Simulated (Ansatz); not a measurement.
## Conduction electrons in Ta (Im-3m)

```
Ta
1.0
    -1.64119    1.64119    1.64119
     1.64119   -1.64119    1.64119
     1.64119    1.64119   -1.64119
Ta
1
Direct
  0.00000 0.00000 0.00000
```

Unless marked otherwise, the numbers come from PBEsol, all-electron LAPW in Ansatz 0.2.0, with spin-orbit coupling. k mesh 14×14×14, fine mesh 18×18×18, Fermi-Dirac smearing of 0.100 eV, basis error target 1 meV/atom. The cell was relaxed by PAW under this functional.

Levels and slopes are solved on a 18×18×18 mesh, and each state is taken as quadratic over its cell.

Problem. What is the density of states at the Fermi level, and which bare Sommerfeld coefficient follows?

Solution. N(E_F) = 1.28 states/eV/atom (both spins), so γ = (π²/3) k_B² N(E_F) = 3.01 mJ/(mol-atom K²) without electron-phonon or spin-fluctuation enhancement.

Problem. What Drude plasma energy and σ/τ do the band velocities give?

Solution. (ħω_p,α)² = (e²/ε₀VN_k) Σ_nkσ (∂E/∂k_α)² δ(E − E_F) gives ħω_p = (9.08, 9.08, 9.08) eV along x, y, z, and σ/τ = ε₀ω_p² = 16.9×10²⁰ Ω⁻¹m⁻¹s⁻¹ along x. Weighted by the density of states, the mean Fermi speed is 0.628×10⁶ m/s; the surface has an area of 37.1 Å⁻² for each spin direction.

Problem. Which bands cross the Fermi level, and what do they carry?

Solution. 

| band | filled part | N (states/eV/cell) | speed (10⁶ m/s) | 5th to 95th percentile | area (Å⁻²) | filling |
| --- | --- | --- | --- | --- | --- | --- |
| 1 | 0.95 | 0.117 | 0.486 | 0.39 to 0.78 | 5.22 | nearly full |
| 2 | 0.95 | 0.117 | 0.486 | 0.39 to 0.78 | 5.22 | nearly full |
| 3 | 0.55 | 0.523 | 0.66 | 0.36 to 1.06 | 31.9 | partly filled |
| 4 | 0.55 | 0.523 | 0.66 | 0.36 to 1.06 | 31.9 | partly filled |

Problem. Map the plane k₃ = 0 of the mesh: how many bands lie under the Fermi level at each point, counted from the least on the plane?

Solution. k₁ runs to the right and k₂ upwards, each from −½ to ½ with 0 in the middle (the axes needn't be at right angles):
```
222244422222244422
222244442222244442
422244444222444444
444444444444444444
444442222244444444
444442000024444422
224442000002444222
222442000000244222
222242000000024222
222244200000024422
222244420000024442
422444442000024444
444444444222224444
444444444444444444
444444422244444222
224444222224444222
222444222222444222
222444422222444422
```

Problem. What does PAW give for the same cell?

Solution. N(E_F) = 1.28 states/eV/atom and ħω_p,x = 9.08 eV.

Problem. And without spin-orbit coupling?

Solution. N(E_F) = 1.25 states/eV/atom and ħω_p,x = 9.32 eV, on a 24×24×24 mesh.

Known limits: these sums move with the mesh, by several per cent and more for small sheets; the frozen-core PAW files of the compared runs were fitted under PBE, their cores solved anew for this functional.
